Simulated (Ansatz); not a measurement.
# HfO₂ under strain: Hf-177 nuclear quadrupole resonance

Cell: an entry of the Crystallography Open Database (COD), relaxed with PBE at fixed cell and then changed (z stretched by 1 %, ions relaxed).

```yaml
crystal:
  lattice:
    - [0.00000, 2.55750, 2.58308]
    - [2.55750, 0.00000, 2.58308]
    - [2.55750, 2.55750, 0.00000]
  atoms:
    - { symbol: Hf, position: [0.00000, 0.00000, 0.00000] }
    - { symbol: O, position: [0.25000, 0.25000, 0.25000] }
    - { symbol: O, position: [0.75000, 0.75000, 0.75000] }
```

Atoms are numbered from 1 in the order listed; like atoms form one site, named after its first atom.

All values are calculated (Ansatz; DFT, PBE, plane waves and PAW, scalar-relativistic, 420 eV cutoff, Γ-centred 10×10×10 k-points, Fermi–Dirac smearing 0.02 eV), not measured.

Hf-177: I = 7/2, Q = 3365 mb (year-2017 value). Static lattice, zero field.

(1) At which frequencies do the Hf-177 NQR lines lie?

(2) And for ¹⁷⁹Hf (I = 9/2, Q = 3793 mb) on Hf?

Results:

(1) For I = 7/2 and η = 0 the lines are |C_Q|/14 times 1, 2 and 3; η shifts the lowest up most.

| site | atoms | V_zz (10²¹ V/m²) | C_Q (MHz) | η | line frequencies (MHz) |
| --- | --- | --- | --- | --- | --- |
| Hf | 1 | -1.20 | -97.2 | 0.00 | 6.95, 13.9, 20.8 |

(2) C_Q scales with Q to -110 MHz, with lines at 4.57, 9.13, 13.7, 18.3 MHz.

An axis of threefold or higher order runs through Hf, so V_zz lies along it and η is zero.

Without spin–orbit coupling the gradients at and beside Hf can be off by some per cent, at some sites by more.
